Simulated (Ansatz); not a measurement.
Input and command of a plane-wave DFT calculation in Ansatz:

```yaml
crystal:
  lattice:
    - [6.6229506194, 0.0, 0.0]
    - [0.0, 6.6229506194, 0.0]
    - [0.0, 0.0, 6.6229506194]
  atoms:
    - { symbol: Ba, position: [0.0, 0.5, 0.5] }
    - { symbol: Ba, position: [0.5, 0.0, 0.5] }
    - { symbol: Ba, position: [0.5, 0.5, 0.0] }
    - { symbol: Mg, position: [0.0, 0.0, 0.0] }
    - { symbol: Cd, position: [0.5, 0.5, 0.5] }
basis:
  ecutwfc: 420
kpoints:
  mp_grid: { grid: [4, 4, 4] }
hamiltonian:
  xc: pbe
scf:
  occupations: { method: gaussian, width: 0.1 }
output:
  forces: true
  stress: true
  eigenvalues: true
```

```bash
ansatz run input.yaml --threads 1 --pin off --max-ram 2560MiB --backend cpu --events-out ev --progress --plain --runs-dir out
```

Processor: Arm Neoverse V2, 1 thread, on a host shared with other jobs.

**Question.** How long does it run, and how much memory does it take?

**Answer.** About 6.1 s on 1 thread of Arm Neoverse V2, on a shared host, peak memory 0.48 GiB. It solves 36 bands at 10 k points (the mesh reduced by symmetry) with about 5695 plane waves, in 9 SCF iterations.
